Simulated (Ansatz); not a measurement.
ZnS:
```
ZnS
1.0
    3.80907     0.00000     0.00000
   -1.90453     3.29875     0.00000
    0.00000     0.00000    18.69044
Zn S
6 6
Cartesian
  0.00000   2.19917  15.57428
  1.90453   1.09958   6.22906
  1.90453   1.09958  12.46309
  0.00000   2.19917   3.11787
  0.00000   0.00000   9.34580
  0.00000   0.00000   0.00058
  0.00000   2.19917  17.90784
  1.90453   1.09958   8.56262
  1.90453   1.09958  14.79617
  0.00000   2.19917   5.45095
  0.00000   0.00000  11.68350
  0.00000   0.00000   2.33828
```

Relaxed with r²SCAN. Special points in fractions of this cell's reciprocal vectors: Γ (0.000, 0.000, 0.000); M (0.500, 0.000, 0.000); K (0.333, 0.333, 0.000); A (0.000, 0.000, 0.500); L (0.500, 0.000, 0.500); H (0.333, 0.333, 0.500).

### Question
List the band energies nearest the valence-band maximum at these points for the program Ansatz at the r²SCAN level (PAW).

### Answer
In eV from the valence-band maximum; about four levels below and three above (degenerate sets whole), none deeper than 8.9 eV; points with the same levels are listed once.

| k | below | above |
|---|---|---|
| Γ | -0.25 -0.25 -0.03 0.00 0.00 | 2.73 3.73 3.79 |
| M | -1.30 -1.30 -1.13 -0.91 | 3.85 3.94 4.01 |
| K | -1.96 -1.60 -1.54 -1.54 | 4.81 4.81 4.82 |
| A | -0.07 -0.07 -0.07 -0.07 | 3.18 3.18 3.79 3.79 |
| L | -1.25 -1.25 -1.02 -1.02 | 3.76 3.76 4.26 4.26 |
| H | -1.76 -1.76 -1.61 -1.61 | 5.04 5.04 5.16 5.16 |

Space group P6_3mc (6H polytype). The first step of the workflow began from a Materials Project structure, measured or hypothetical. Its sites differ from those of the usual phase in this space group: another stacking or structure type. The cell was relaxed with r²SCAN under the symmetry of its start; whether a distortion lowers the energy is not shown.

Potentials: the later of the program's two PAW sets.
